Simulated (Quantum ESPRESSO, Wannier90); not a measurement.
## W (bcc (W type)): Wannier90 run

Cell from Materials Project (mp-91), symmetrised, no further relaxation. This is the element's usual structure. Computed values, not measurements, from PBEsol: Quantum ESPRESSO (norm-conserving PseudoDojo potentials, cutoff 60 Ry, no spin polarisation, no spin-orbit coupling) on a Γ-centred 12×12×12 mesh, then Wannier90. Density: 18×18×18 mesh, cold smearing 0.01 Ry. Spin-orbit coupling is left out although heavy elements are present.

On the energy scale of pw.x, whose zero is arbitrary, the Fermi level lies at 22.24 eV.

Input w.win:

```
num_bands = 3
num_wann = 3
exclude_bands = 1,5-21
num_iter = 800
conv_tol = 1.0e-6
conv_window = 4
write_hr = true
write_u_matrices = true
auto_projections = true
begin unit_cell_cart
ang
   -1.5851600000    1.5851600000    1.5851600000
    1.5851600000   -1.5851600000    1.5851600000
    1.5851600000    1.5851600000   -1.5851600000
end unit_cell_cart
begin atoms_frac
W    0.0000000000  0.0000000000  0.0000000000
end atoms_frac
mp_grid = 12 12 12
begin kpoints
0.0000000000 0.0000000000 0.0000000000
0.0000000000 0.0000000000 0.0833333333
0.0000000000 0.0000000000 0.1666666667
... (1725 more lines: the 12x12x12 mesh through Gamma)
end kpoints
```

Input of pw2wannier90.x that gives the overlap and projection files (equivalent; here they were cut from one run over all bands):

```
&inputpp
  outdir = './out'
  prefix = 'pwscf'
  seedname = 'w'
  write_amn = .true.
  write_mmn = .true.
  atom_proj = .true.
  atom_proj_exclude = 1 5 6 7 8 9 10
/
```

Output w.wout (banner and timings cut):

```
                                    ------
                                    SYSTEM
                                    ------

                              Lattice Vectors (Ang)
                    a_1    -1.585160   1.585160   1.585160
                    a_2     1.585160  -1.585160   1.585160
                    a_3     1.585160   1.585160  -1.585160

                   Unit Cell Volume:      15.93233  (Ang^3)

                        Reciprocal-Space Vectors (Ang^-1)
                    b_1     0.000000   1.981877   1.981877
                    b_2     1.981877   0.000000   1.981877
                    b_3     1.981877   1.981877   0.000000

 *----------------------------------------------------------------------------*
 |   Site       Fractional Coordinate          Cartesian Coordinate (Ang)     |
 +----------------------------------------------------------------------------+
 | w    1   0.00000   0.00000   0.00000   |    0.00000   0.00000   0.00000    |
 *----------------------------------------------------------------------------*
                                ------------
                                K-POINT GRID
                                ------------

             Grid size = 12 x 12 x 12      Total points = 1728

 *---------------------------------- MAIN ------------------------------------*
 |  Number of Wannier Functions               :                 3             |
 |  Number of Objective Wannier Functions     :                 3             |
 |  Number of input Bloch states              :                 3             |
 |  Output verbosity (1=low, 5=high)          :                 1             |
 |  Timing Level (1=low, 5=high)              :                 1             |
 |  Optimisation (0=memory, 3=speed)          :                 3             |
 |  Length Unit                               :               Ang             |
 |  Post-processing setup (write *.nnkp)      :                 F             |
 |  Using Gamma-only branch of algorithms     :                 F             |
 *----------------------------------------------------------------------------*
 *------------------------------- WANNIERISE ---------------------------------*
 |  Total number of iterations                :               800             |
 |  Number of CG steps before reset           :                 5             |
 |  Trial step length for line search         :             2.000             |
 |  Convergence tolerence                     :         0.100E-05             |
 |  Convergence window                        :                 4             |
 |  Iterations between writing output         :                 1             |
 |  Iterations between backing up to disk     :               100             |
 |  Write r^2_nm to file                      :                 F             |
 |  Write xyz WF centres to file              :                 F             |
 |  Write on-site energies <0n|H|0n> to file  :                 F             |
 |  Use guiding centre to control phases      :                 F             |
 |  Use phases for initial projections        :                 F             |
 *----------------------------------------------------------------------------*
 *-------------------------------- PLOTTING ----------------------------------*
 |  Plotting Hamiltonian in WF basis          :                 T             |
 *----------------------------------------------------------------------------*

       ... (k-mesh section left out)

 Starting a new Wannier90 calculation ...

 Reading overlaps from w.mmn

 Reading projections from w.amn

 *------------------------------- WANNIERISE ---------------------------------*
 +--------------------------------------------------------------------+<-- CONV
 | Iter  Delta Spread     RMS Gradient      Spread (Ang^2)            |<-- CONV
 +--------------------------------------------------------------------+<-- CONV

 ------------------------------------------------------------------------------
 Initial State
  WF centre and spread    1  ( -0.000000,  0.000000,  0.000000 )     0.50400999
  WF centre and spread    2  (  0.000000,  0.000000,  0.000000 )     0.50400999
  WF centre and spread    3  (  0.000000,  0.000000,  0.000000 )     0.50400999
  Sum of centres and spreads (  0.000000,  0.000000,  0.000000 )     1.51202998

      0     0.151E+01     0.0000000000        1.5120299822  <-- CONV
        O_D=      0.0000000 O_OD=      0.0009114 O_TOT=      1.5120300 <-- SPRD
 ------------------------------------------------------------------------------
      1    -0.230E-11     0.0000158935        1.5120299822  <-- CONV
        O_D=      0.0000000 O_OD=      0.0009114 O_TOT=      1.5120300 <-- SPRD
      2    -0.425E-08     0.0000158892        1.5120299779  <-- CONV
        O_D=      0.0000000 O_OD=      0.0009114 O_TOT=      1.5120300 <-- SPRD
      3    -0.153E-13     0.0000014171        1.5120299779  <-- CONV
        O_D=      0.0000000 O_OD=      0.0009114 O_TOT=      1.5120300 <-- SPRD
      4    -0.335E-13     0.0000014167        1.5120299779  <-- CONV
        O_D=      0.0000000 O_OD=      0.0009114 O_TOT=      1.5120300 <-- SPRD
             <<<     Delta < 1.000E-06  over  4 iterations     >>>
             <<< Wannierisation convergence criteria satisfied >>>
 Final State
  WF centre and spread    1  ( -0.000000,  0.000000,  0.000000 )     0.50400999
  WF centre and spread    2  (  0.000000,  0.000000,  0.000000 )     0.50400999
  WF centre and spread    3  (  0.000000,  0.000000,  0.000000 )     0.50400999
  Sum of centres and spreads (  0.000000,  0.000000,  0.000000 )     1.51202998

         Spreads (Ang^2)       Omega I      =     1.511118570
        ================       Omega D      =     0.000000000
                               Omega OD     =     0.000911408
    Final Spread (Ang^2)       Omega Total  =     1.512029978
```
